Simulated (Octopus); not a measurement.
Cu3N (Pm-3m, No. 221):
```
Cu3N
1.0
    3.81471     0.00000     0.00000
    0.00000     3.81471     0.00000
    0.00000     0.00000     3.81471
Cu N
3 1
Cartesian
  0.00000   0.00000   1.90735
  1.90735   0.00000   0.00000
  0.00000   1.90735   0.00000
  0.00000   0.00000   0.00000
```
The cell is a database entry, not relaxed again.

Computed with Octopus (real-space grid): LDA, grid spacing about 0.15 Å, Γ-centred 6×6×6 k-mesh, Fermi-Dirac smearing of 0.03 eV, no spin polarisation, PseudoDojo 0.4 LDA potentials.

On this mesh LDA separates the highest filled and lowest empty band by 0.19 eV, with a smallest direct gap of 0.69 eV.

Problem. What does PBE give on the same cell and mesh, with PseudoDojo 0.5 PBE potentials?

Solution. 0.17 eV, smallest direct 0.68 eV.
